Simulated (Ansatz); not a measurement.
The start is a relaxed Sb cell displaced along its unstable phonon at q = (½, 0, 0) of its primitive reciprocal cell (51i cm⁻¹), largest move 0.15 Å. Cell shape, volume and atoms are optimised at zero target pressure with PBEsol (plane waves to 420 eV, PAW, scalar-relativistic; Ansatz, a first-principles code). The first steps use a coarse 6×12×12 k-mesh.

The start:
```yaml
crystal:
  lattice:
    - [-3.72975, 3.72975, 3.72975]
    - [1.86487, -1.86487, 1.86487]
    - [1.86487, 1.86487, -1.86487]
  atoms:
    - { symbol: Sb, position: [0.00000, 0.04022, 0.04022] }
    - { symbol: Sb, position: [0.50000, 0.95978, 0.95978] }
```

Q: Which atoms feel the largest initial force, and how large is it?

A: 0.01 eV/Å, on Sb1, Sb2 (atoms numbered as listed).

Q: By how much does the energy per atom fall from start to end?

A: 0.13 eV/atom.

Q: How does the volume per atom move from start to end?

A: +10.4 %, from 25.94 to 28.63 Å³/atom.

Q: Does it find its way back to the structure it was made from?

A: It does not go back: it reaches Pm-3m (No. 221), simple cubic type, 0.15 eV/atom below the parent.

Q: What band gap does the relaxed structure have at this level?

A: Zero (metallic).

Q: Give the final cell and atomic positions.

A: 
Space group Pm-3m (No. 221); a = 3.0594 Å, b = 3.0594 Å, c = 3.0594 Å, α = 90.00°, β = 90.00°, γ = 90.00°

```csv
atom,site,symmetry,x,y,z
Sb,1a,m-3m,0.0000,0.0000,0.0000
```

Final values are on a 15×15×15 k-mesh of the relaxed cell. No spin polarisation in the result. The relaxed primitive cell holds an odd number of electrons. A magnetic state may lie lower.

The run could not lose the symmetry of its start: the end is stationary, and may be a saddle point rather than a minimum.

The relaxed structure here is a generated cell of Sb: the first start was made by placing the elements on the sites of a structure type, and the end was not matched to a known phase here, so it may be hypothetical. Known forms of Sb include space group No. 166.
